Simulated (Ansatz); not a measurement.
The relaxed structure here is a generated cell of Zn: the first start was made by a random draw of sites in a space group, and the end was not matched to a known phase here, so it may be hypothetical. Known forms of Zn include space group No. 194.

A relaxed cell of Zn (P6/mmm (No. 191)), relaxed on a k-mesh at least as fine as the one used below. All values below come from PBE (plane waves to 420 eV, PAW, scalar-relativistic; Ansatz, a first-principles code). Γ-centred k-mesh 4×8×11 on the run's cell (coarser than for final values), Fermi–Dirac smearing 0.05 eV.

```
Zn
1.0
   10.06805     0.00000     0.00000
   -2.51701     4.35959     0.00000
    0.00000     0.00000     2.94196
Zn
8
Direct
  0.00000   0.00000   0.50000
  0.50000   0.00000   0.50000
  0.25000   0.00000   0.00000
  0.75000   0.00000   0.00000
  0.00000   0.50000   0.00000
  0.50000   0.50000   0.00000
  0.25000   0.50000   0.00000
  0.75000   0.50000   0.00000
```

The atoms are displaced by (Å):

```json
[
 {"atom": "Zn1", "ux": "-0.132", "uy": "-0.034", "uz": "0.052"},
 {"atom": "Zn2", "ux": "-0.017", "uy": "-0.003", "uz": "-0.050"},
 {"atom": "Zn3", "ux": "-0.013", "uy": "-0.071", "uz": "-0.104"},
 {"atom": "Zn4", "ux": "-0.107", "uy": "0.078", "uz": "0.134"},
 {"atom": "Zn5", "ux": "-0.028", "uy": "-0.034", "uz": "-0.092"},
 {"atom": "Zn6", "ux": "0.032", "uy": "-0.014", "uz": "0.089"},
 {"atom": "Zn7", "ux": "0.036", "uy": "0.046", "uz": "0.086"},
 {"atom": "Zn8", "ux": "-0.076", "uy": "-0.014", "uz": "0.131"}
]
```

Question: What forces (eV/Å) and pressure result?

Answer: 
| atom | Fx | Fy | Fz |
|---|---|---|---|
| Zn1 | 0.17 | 0.02 | 0.02 |
| Zn2 | -0.06 | -0.03 | 0.05 |
| Zn3 | -0.20 | 0.59 | -0.05 |
| Zn4 | 0.25 | -0.61 | 0.02 |
| Zn5 | 0.06 | 0.11 | -0.03 |
| Zn6 | -0.49 | -0.13 | -0.01 |
| Zn7 | 0.01 | -0.45 | -0.01 |
| Zn8 | 0.26 | 0.49 | 0.01 |

Pressure +0.4 GPa.

The undisplaced cell is probably no minimum: from this displacement the run went on to P-1 (No. 2) at a tolerance of 0.01 Å, C2/m (No. 12) at 0.1 Å, 0.08 eV/atom below it.

No spin polarisation in the result.
